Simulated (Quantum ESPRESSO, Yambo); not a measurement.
# Quasiparticle gap of SrNiF₆

```
CELL_PARAMETERS angstrom
      3.55213     2.05082     2.20367
     -3.55213     2.05082     2.20367
      0.00000    -4.10165     2.20367
ATOMIC_POSITIONS crystal
  F  0.72210 0.72210 0.06795
  F  0.27790 0.27790 0.93205
  F  0.06795 0.72210 0.72210
  F  0.93205 0.27790 0.27790
  F  0.72210 0.06795 0.72210
  F  0.27790 0.93205 0.27790
  Ni 0.00000 0.00000 0.00000
  Sr 0.50000 0.50000 0.50000
```

The geometry is that of Materials Project entry mp-555718, symmetrised and not relaxed again.

Starting point: norm-conserving LDA (Quantum ESPRESSO, 98 Ry, no spin-orbit coupling). G0W0 in Yambo: 2×2×2 Γ-centred k mesh, bands 5 to 156 and a 7 Ry block in the screening, 156 bands in G with the Bruneval-Gonze terminator, plasmon pole fitted at 27.2 eV.

```yaml
LDA gap along the band path: 1.14 eV
LDA gap between the mesh's edge points (F → Γ): 1.14 eV
G0W0 gap between the same points: 3.90 eV
LDA smallest direct gap on the mesh (at F): 1.20 eV
G0W0 direct gap at that point: 3.95 eV
```

```
k point  band  E LDA (eV)  E QP (eV)  shift (eV)     Z
-------  ----  ----------  ---------  ----------  ----
Γ          VB       -0.42      -1.83       -1.41  0.76
Γ          CB        1.14       2.74        1.61  0.75
L          VB       -0.15      -1.26       -1.11  0.74
L          CB        1.40       3.02        1.62  0.75
F          VB        0.00      -1.15       -1.15  0.75
F          CB        1.20       2.80        1.60  0.75
Z          VB       -0.15      -1.26       -1.11  0.74
Z          CB        1.16       2.78        1.61  0.75
```

Energies count from the LDA valence-band maximum.

Nearest settings tried, and what they do to the gap: 106 bands in G: +7 meV; 106 bands in W, 106 bands in G: +14 meV; 6 Ry block (177 vectors against 213): +55 meV. Not varied: mesh. So the settings aren't converged at that level. The k mesh is coarse.

The 3d shell has no Hubbard U; the runs are without spin polarisation, and magnetic order was not tried.
